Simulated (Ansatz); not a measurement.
Starting cell, C (space group P6_3/mmc):

```
C
1.0
    4.88987     0.00000     0.00000
   -1.22247     2.11738     0.00000
    0.00000     0.00000     6.63682
C
8
Direct
  0.00000   0.00000   0.25000
  0.50000   0.00000   0.25000
  0.00000   0.00000   0.75000
  0.50000   0.00000   0.75000
  0.16667   0.66667   0.25000
  0.66667   0.66667   0.25000
  0.33333   0.33333   0.75000
  0.83333   0.33333   0.75000
```

A phonon eigenvector at M = (0.5, 0.0, 0.0) is frozen into this cell: atom i moves by Q times the vector below, so Q is the largest atomic displacement, in Å. The cell is held. (q is in reciprocal vectors of the primitive cell; the cell shown is doubled to hold the pattern.)

| atom | x | y | z |
|---|---|---|---|
| C1 | 0.000 | 0.000 | 0.995 |
| C2 | 0.000 | 0.000 | -0.995 |
| C3 | 0.000 | 0.000 | 0.995 |
| C4 | 0.000 | 0.000 | -0.995 |
| C5 | 0.000 | 0.000 | -1.000 |
| C6 | 0.000 | 0.000 | 1.000 |
| C7 | 0.000 | 0.000 | 1.000 |
| C8 | 0.000 | 0.000 | -1.000 |

The numbers are results of LDA (plane waves to 420 eV, PAW, scalar-relativistic; Ansatz, a first-principles code), not measurements. k mesh 15×15×5 (Γ-centred), Fermi-Dirac smearing 0.05 eV. E stands for the smeared free energy. Stress and pressure are positive under compression. With partly filled bands, energies and forces of such displacements shift with the k mesh and the smearing. C was relaxed with its symmetry unable to fall. ΔE is measured from the undisplaced structure.

| Q (Å) | ΔE (meV/cell) | −dE/dQ from forces (eV/Å) | P (GPa) |
|---|---|---|---|
| -0.280 | 6491 | 49.576 | -18.9 |
| -0.233 | 4383 | 40.530 | -14.7 |
| -0.187 | 2713 | 31.066 | -10.3 |
| -0.140 | 1476 | 22.101 | -6.2 |
| -0.093 | 637 | 13.995 | -2.9 |
| -0.047 | 156 | 6.737 | -0.8 |
| 0.000 | 0 | 0.000 | 0.0 |
| 0.047 | 156 | -6.737 | -0.8 |
| 0.093 | 637 | -13.995 | -2.9 |
| 0.140 | 1476 | -22.101 | -6.2 |
| 0.187 | 2713 | -31.066 | -10.3 |
| 0.233 | 4383 | -40.530 | -14.7 |
| 0.280 | 6491 | -49.576 | -18.9 |

Key numbers:

| Item | Result |
|---|---|
| Energy at Q = 0.280 Å | 6491 meV/cell |
| Space group of the distorted cell | Pnma (No. 62), lowered from P6_3/mmc |
| Symmetry of the curve | even: the same for both signs |
| Shape of the curve | a single well with its minimum at or next to zero displacement |
| Harmonic wavenumber from the curvature (finite differences) | 636 cm⁻¹ |
| Wavenumber by perturbation theory (DFPT, on another k mesh) | 636 cm⁻¹ |

(A displaced cell: forces are minus the slopes of the energy, force constants its curvatures, and phonons follow from these.)
